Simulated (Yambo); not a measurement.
AlPO$_{4}$ (space group P6_3mc, No. 186): how the kernel and the scissor change the optical response along x (Yambo; 3×3×2 mesh, 154 bands, 3 Ry local-field block, 0.2 eV broadening). Axes are Cartesian, with cell vectors (Å) (5.29, 0.00, 0.00), (-2.64, 4.58, 0.00), (0.00, 0.00, 8.63).

```
level                                                                    ε(0)  highest point of Im ε up to 20 eV
-----------------------------------------------------------------------  ----  ---------------------------------
independent particles on LDA bands                                       2.13                            9.25 eV
RPA with local fields on LDA bands                                       1.98                            9.25 eV
RPA with local fields on LDA bands shifted by a G0W0 scissor of 3.21 eV  1.79                           12.50 eV
TDDFT with the adiabatic LDA kernel on LDA bands                         2.03                            8.88 eV
```

Energies lie on a grid of 0.125 eV.

Electronic response only. Convergence of the RPA response with its 3×3×2 mesh was not tested. The scissor comes from a G0W0 run whose convergence isn't established.

Geometry of the Materials Project entry, not relaxed at this level; primitive cell a = 5.2860 Å, b = 5.2860 Å, c = 8.6294 Å, α = 90.00°, β = 90.00°, γ = 120.00°.
